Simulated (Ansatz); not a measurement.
The end point of a relaxation of LiTaO3. Space group R3c (No. 161), AFLOW prototype ABC3_hR10_161_a_a_b (as in LiNbO3). Level of theory: PBEsol (plane waves to 420 eV, PAW, scalar-relativistic; Ansatz, a program for electronic structure).

```xyz
10
Lattice="2.5695 1.4835 4.5885 -2.5695 1.4835 4.5885 0.0000 -2.9670 4.5885" Properties=species:S:1:pos:R:3 pbc="T T T"
Li     0.0000     0.0000     9.7097
Li     0.0000     0.0000     2.8270
Ta     0.0000     0.0000    13.6079
Ta     0.0000     0.0000     6.7251
O     -0.6353     1.4368     8.0564
O      1.5619    -0.1682     8.0564
O     -0.9267    -1.2686     8.0564
O      1.0076     1.3153     5.7622
O      0.6353    -1.5302     5.7622
O     -1.6428     0.2149     5.7622
```

```yaml
volume_per_atom: 10.49 Å³
band_gap: 3.80 eV, direct within 0.03 eV (at Γ) (no spin-orbit coupling)
smallest_direct_gap: 3.82 eV at Γ
shortest_distances: O–Ta 1.92 Å; Li–O 2.04 Å; O–O 2.72 Å; Li–Ta 2.98 Å
k-mesh: 8×8×8
```

Band energies at high-symmetry points (eV from the VBM; labels of this space group; no spin-orbit coupling), from −5 eV up to 8.5 eV:

```tsv
point	energies
Γ	-4.80 -4.74 -4.74 -4.38 -4.38 -4.10 -2.34 -2.34 -2.15 -1.34 -0.79 -0.63 -0.63 -0.47 -0.47 -0.33 -0.02 -0.02 3.80 3.80 4.13 5.90 5.90 6.52 6.92
T	-3.70 -3.70 -3.70 -3.70 -3.60 -3.60 -2.76 -2.76 -2.76 -2.76 -2.65 -2.65 -0.71 -0.71 -0.30 -0.30 -0.30 -0.30 5.22 5.22 5.52 5.52 5.52 5.52
H2	-4.92 -4.92 -4.04 -4.04 -3.30 -3.30 -2.57 -2.57 -1.85 -1.85 -1.55 -1.55 -1.04 -1.04 -0.69 -0.69 -0.31 -0.31 4.39 4.39 5.24 5.24 6.02 6.02
H0	-4.92 -4.92 -4.04 -4.04 -3.30 -3.30 -2.57 -2.57 -1.85 -1.85 -1.55 -1.55 -1.04 -1.04 -0.69 -0.69 -0.31 -0.31 4.39 4.39 5.24 5.24 6.02 6.02
L	-4.09 -4.09 -3.85 -3.85 -3.44 -3.44 -3.03 -3.03 -2.52 -2.52 -2.23 -2.23 -0.39 -0.39 -0.34 -0.34 -0.25 -0.25 4.65 4.65 5.31 5.31 5.53 5.53
S0	-4.95 -4.60 -4.52 -3.88 -3.48 -3.10 -2.71 -2.36 -2.12 -1.93 -1.49 -1.37 -1.08 -0.88 -0.83 -0.52 -0.43 -0.14 4.02 4.56 5.23 5.28 5.97 6.08
S2	-4.95 -4.60 -4.52 -3.88 -3.48 -3.10 -2.71 -2.36 -2.12 -1.93 -1.49 -1.37 -1.08 -0.88 -0.83 -0.52 -0.43 -0.14 4.02 4.56 5.23 5.28 5.97 6.08
F	-4.98 -4.92 -4.77 -4.55 -2.88 -2.66 -2.41 -2.17 -1.99 -1.96 -1.45 -1.37 -1.13 -1.02 -0.88 -0.54 -0.42 -0.26 3.85 4.52 5.13 5.24 5.99 6.37
```

No spin polarisation in the result.

The run could not lose the symmetry of its start; a randomly shaken copy of 10 atoms returns to this structure.

The first start was generated by placing the elements on the sites of a structure type. A measured structure of LiTaO3 has the same space group, R3c (No. 161); the sites were not compared with it.
